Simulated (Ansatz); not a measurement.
Input:

HfC:
```cif
data_C2Hf2
_chemical_formula_sum 'Hf2 C2'
_space_group_name_H-M_alt 'P 1'
_space_group_IT_number 1
_cell_length_a 3.30550
_cell_length_b 3.30550
_cell_length_c 5.15264
_cell_angle_alpha 90.000
_cell_angle_beta 90.000
_cell_angle_gamma 120.000
loop_
_space_group_symop_operation_xyz
  'x, y, z'
loop_
_atom_site_label
_atom_site_type_symbol
_atom_site_fract_x
_atom_site_fract_y
_atom_site_fract_z
_atom_site_occupancy
Hf1 Hf 0.66667 0.33333 0.75000 1
Hf2 Hf 0.33333 0.66667 0.25000 1
C1 C 0.00000 0.00000 0.00000 1
C2 C 0.00000 0.00000 0.50000 1
```

This is the PBEsol-relaxed structure.

Task: All from PBEsol (plane waves, PAW; program Ansatz), unless another level is named. Estimate the electronic character.

Result: metallic (no gap).

Task: Give the density of states at the Fermi level.

Result: 0.13 states/eV per atom (mean over ±0.08 eV).

Task: Next, the gap with spin–orbit coupling?

Result: none (metallic).

Space group P6_3/mmc (NiAs type). The first step of the workflow began from a Materials Project structure, measured or hypothetical; the Crystallography Open Database copy checked does not list it. It is not the phase usual at ambient conditions (space group No. 225). Symmetry was held in the PBEsol relaxation; its stability against distortions is not shown here. The run is not spin-polarised. Scalar-relativistic: spin–orbit coupling is off unless named, which matters more the heavier the elements.

Potentials: the later of the program's two PAW sets.
